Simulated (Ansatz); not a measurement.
LuSe, one cell by several methods

```
Lu Se
1.0
     0.00000    2.78800    2.78800
     2.78800    0.00000    2.78800
     2.78800    2.78800    0.00000
Lu Se
1 1
Cartesian
  0.0000 0.0000 0.0000
  2.7880 2.7880 2.7880
```

Atoms are numbered in the order listed.

The cell is COD entry 1538176, as deposited and not checked against the literature; nothing was relaxed.

Spin–orbit coupling is left out, though it moves levels of the heavy atoms by tenths of an eV or more.

All numbers are computed: DFT, PBEsol, PAW with Ansatz's default frozen-core files, scalar-relativistic (Ansatz 0.2.0); DFT, PBEsol, all-electron LAPW, scalar-relativistic (Ansatz 0.2.0).

For PAW: a Γ-centred 9×9×9 k mesh, Fermi–Dirac smearing of 0.02 eV, cutoff 420 eV, no spin polarisation; the PAW files were made with PBE, and the program remakes their frozen cores for this functional. LAPW targets a basis error of 1 meV/atom. The Ansatz runs share mesh, smearing and spin set-up. Plane-wave (PAW) pressures include the program's estimate of the Pulay term.

Stress and pressure are positive in compression.

Levels count from the Fermi level.

PAW results:

```json
{"quantity": "pressure (GPa)", "PAW": "-1.19"}
{"quantity": "highest filled level at U (eV)", "PAW": "-0.693"}
{"quantity": "lowest empty level at U (eV)", "PAW": "2.474"}
{"quantity": "highest filled level at X (eV)", "PAW": "-2.434"}
{"quantity": "lowest empty level at X (eV)", "PAW": "1.066"}
{"quantity": "highest filled level at K (eV)", "PAW": "-0.693"}
{"quantity": "lowest empty level at K (eV)", "PAW": "2.474"}
```

Task: What does LAPW (all electrons) give for the same quantities?

Result: 
```csv
quantity,LAPW
pressure (GPa),-1.17
highest filled level at U (eV),-0.693
lowest empty level at U (eV),2.473
highest filled level at X (eV),-2.434
lowest empty level at X (eV),1.066
highest filled level at K (eV),-0.693
lowest empty level at K (eV),2.473
```
